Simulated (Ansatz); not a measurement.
C:
```xyz
4
Lattice="2.4588 0.0000 0.0000 -1.2294 2.1294 0.0000 0.0000 0.0000 7.3156" Properties=species:S:1:pos:R:3 pbc="T T T"
C      0.0000     0.0000     1.8289
C      0.0000     0.0000     5.4867
C      0.0000     1.4196     1.8289
C      1.2294     0.7098     5.4867
```

Relaxed with PBEsol. Special points in fractions of this cell's reciprocal vectors: Γ (0.000, 0.000, 0.000); M (0.500, 0.000, 0.000); K (0.333, 0.333, 0.000); A (0.000, 0.000, 0.500); L (0.500, 0.000, 0.500); H (0.333, 0.333, 0.500).

Task: List the band energies nearest the Fermi level at these points for plane-wave PAW PBEsol (Ansatz code).

Result: In eV from the Fermi level; about four levels below and three above (degenerate sets whole), none deeper than 8.9 eV; … stands for higher levels left out; points with the same levels are listed once.

```
k                    below                above
-  -----------------------  -------------------
Γ  -3.03 -3.03 -3.02 -3.02       3.44 8.33 8.33
M  -6.46 -6.44 -2.65 -2.22       1.45 1.94 7.31
K        -0.42 -0.04 -0.04     0.39 10.64 10.64
A  -3.02 -3.02 -3.02 -3.02          5.48 5.48 …
L  -6.45 -6.45 -2.41 -2.41  1.60 1.60 7.41 7.41
H  -0.04 -0.04 -0.03 -0.03        10.03 10.03 …
```

Space group P6_3/mmc (graphite). The cell was relaxed with PBEsol under the symmetry of its start. A crystal of weakly bound layers computed without a dispersion correction: the cell and the soft elastic constants depend strongly on that. The Fermi level of a semimetal is unsure by some 0.05 eV on such meshes.

Potentials: the later of the program's two PAW sets.
